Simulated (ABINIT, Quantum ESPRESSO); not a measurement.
This is a calculation of LiY3 for Quantum ESPRESSO 7.5. Atoms were shifted at random by some hundredths of an Å from the given cell, which wasn't relaxed again for these runs. The cell comes from a database or a generator and needn't be the stable form of this composition.

File pw.in:

```
&CONTROL
  calculation = 'scf'
  prefix = 'pwscf'
  outdir = './tmp'
  pseudo_dir = './pseudo'
  tprnfor = .true.
  tstress = .true.
  disk_io = 'nowf'
/
&SYSTEM
  ibrav = 0
  nat = 4
  ntyp = 2
  ecutwfc = 55
  ecutrho = 440
  nbnd = 26
  occupations = 'smearing'
  smearing = 'fd'
  degauss = 0.00367493
/
&ELECTRONS
  conv_thr = 8d-10
  electron_maxstep = 120
  mixing_beta = 0.5
/
ATOMIC_SPECIES
Y     88.9058 Y_pbe_v1.uspp.F.UPF
Li     6.9400 li_pbe_v1.4.uspp.F.UPF
CELL_PARAMETERS angstrom
   0.0000000000    3.8998520000    3.8998520000
   3.8998520000    0.0000000000    3.8998520000
   3.8998520000    3.8998520000    0.0000000000
ATOMIC_POSITIONS crystal
Y      0.4972130000    0.5049790000    0.4963850000
Y      0.7545110000    0.7544530000    0.7426520000
Y      0.2462900000    0.2419550000    0.2574190000
Li     0.0057220000   -0.0003600000   -0.0126970000
K_POINTS automatic
6 6 6 0 0 0
```

Potentials or basis: SSSP 1.3 efficiency PBE.

Launch:

```sh
$ OMP_NUM_THREADS=1 pw.x -in pw.in > pw.out
```

Task: What does the same run look like in ABINIT 10.8.3 (patched build)? Potentials or basis there: JTH PAW PBE v2.0, cutoff 435 eV.

Result: As run (cutoffs and basis follow the program's own potentials, and thresholds, step limits or extra output files can differ):

run.abi

```
# Pseudopotentials
pp_dirpath "./"
pseudos "Y.GGA_PBE-JTH.xml, Li.GGA_PBE-JTH.xml"

# Structure
acell 3*1.0
rprim
     0.0000000000     7.3696522066     7.3696522066
     7.3696522066     0.0000000000     7.3696522066
     7.3696522066     7.3696522066     0.0000000000
ntypat 2
znucl 39 3
natom 4
typat 1 1 1 2
xcart
     3.9051713981     3.8748851475     3.9084004756
     5.8384879285     5.8387141199     5.8847362733
     1.9474846926     1.9643905511     1.9040832397
    -0.0509203676    -0.0272014677     0.0209110064 Angstrom
chkprim 0
chksymtnons 0
tolsym 1.0e-6

# Plane-wave basis
ecut 16.0
pawecutdg 32.0

# k points
kptopt 1
ngkpt 6 6 6
nshiftk 1
shiftk 0.0 0.0 0.0

# Exchange and correlation
ixc 11

# Bands and occupations
nband 22
occopt 3
tsmear 0.05 eV

# SCF cycle
nstep 100
tolvrs 1.0e-9

# Output
iomode 3
prtwf 0
prtden 0
prteig 0
prtebands 0
```

Potentials or basis: JTH PAW PBE v2.0.

Command:

```bash
$ abinit run.abi > log 2>&1
```

Both were run:

|  | Quantum ESPRESSO | ABINIT |
| --- | --- | --- |
| Pressure | 0.0 GPa | 0.0 GPa |
| Largest force | 0.234 eV/Å | 0.234 eV/Å |
| Energy over the undisturbed cell | 2.9 meV/atom | 2.9 meV/atom |

Pressure is positive in compression.
